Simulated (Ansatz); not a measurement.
Relaxed-ion elastic tensor of SnC (zinc blende, F-43m) in GPa (Voigt order), PBEsol in the plane-wave PAW code Ansatz; density 6.81 g/cm³, 15.95 Å³ per atom.

```
 210  97.5  97.5   0.0   0.0   0.0
97.5   210  97.5   0.0   0.0   0.0
97.5  97.5   210   0.0   0.0   0.0
 0.0   0.0   0.0   118   0.0   0.0
 0.0   0.0   0.0   0.0   118   0.0
 0.0   0.0   0.0   0.0   0.0   118
```

Question: Is the crystal mechanically stable?

Answer: Yes: the smallest eigenvalue of C is 112 GPa.

Question: Work out the Voigt, Reuss and Hill averages.

Answer: K_V = 135, K_R = 135, K_H = 135; G_V = 93.2, G_R = 81.9, G_H = 87.6 GPa.

Question: Give Young's modulus, Poisson's ratio, Pugh's ratio and the universal anisotropy index.

Answer: E = 9KG/(3K + G) = 216 GPa; ν = 0.23; K/G = 1.54 (brittle by the Pugh limit of 1.75); A_U = 5G_V/G_R + K_V/K_R − 6 = 0.69.

Question: Estimate the sound speeds and the Debye temperature.

Answer: v_l = √((K + 4G/3)/ρ) = 6080 m/s, v_t = √(G/ρ) = 3590 m/s, mean 3970 m/s; Θ = (h/k)(3n/4πV)^(1/3) v_m = 470 K.

Question: Give the Zener ratio and Young's modulus along [100], [110] and [111].

Answer: A = 2C44/(C11 − C12) = 2.10; 1/E = S11 − 2(S11 − S12 − S44/2)Γ with Γ = 0, 1/4, 1/3 gives 148, 226, 274 GPa.

Question: Solve the Christoffel equation for the three sound speeds along [100], [110], [111].

Answer: Eigenvalues of C_ijkl n_j n_l equal ρv² (piezoelectric stiffening left out). In km/s, slowest first: [100] 4.16, 4.16, 5.55; [110] 2.87, 4.16, 6.32; [111] 3.36, 3.36, 6.55.

The start of the workflow was typed in or built on a structure type; neither database checked (COD, Materials Project) lists it. Its standing as an ambient phase is unchecked. Symmetry was held in the PBEsol relaxation; whether a distortion lowers the energy is not shown. Its formation energy is positive at this level, so the cell may be metastable or incomplete. Spin–orbit coupling is left out wherever it is not named.

Potentials: the later of the program's two PAW sets.
